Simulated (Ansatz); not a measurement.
The start is a relaxed TiC cell with one C and one Ti atom exchanged in a cell of 4 atoms. The structure is fully relaxed (lattice and positions, P = 0) with PBE (plane waves to 420 eV, PAW, scalar-relativistic; Ansatz, an electronic-structure program). The first steps use a coarse 9×9×9 k-mesh.

Input geometry:
```
CELL_PARAMETERS angstrom
      0.00000     4.33266     4.33266
      2.16633     0.00000     2.16633
      2.16633     2.16633     0.00000
ATOMIC_POSITIONS crystal
  C  0.00000 0.00000 0.00000
  Ti 0.50000 0.00000 0.00000
  C  0.25000 0.50000 0.50000
  Ti 0.75000 0.50000 0.50000
```

Task: By how much does the energy per atom fall from start to end?

Result: About 1.8 eV/atom.

Task: Is the relaxed structure metallic? Give its gap.

Result: Zero (metallic).

Final values are on a 18×18×18 k-mesh of the relaxed cell. The start holds a very short contact (C–Ti 2.17 Å). No spin polarisation in the result.

The run could not lose the symmetry of its start, so the end can be a saddle point.

The relaxed structure here is a generated cell of TiC: the first start was made by placing the elements on the sites of a structure type, and the end was not matched to a known phase here, so it may be hypothetical. Known forms of TiC include space group No. 225.
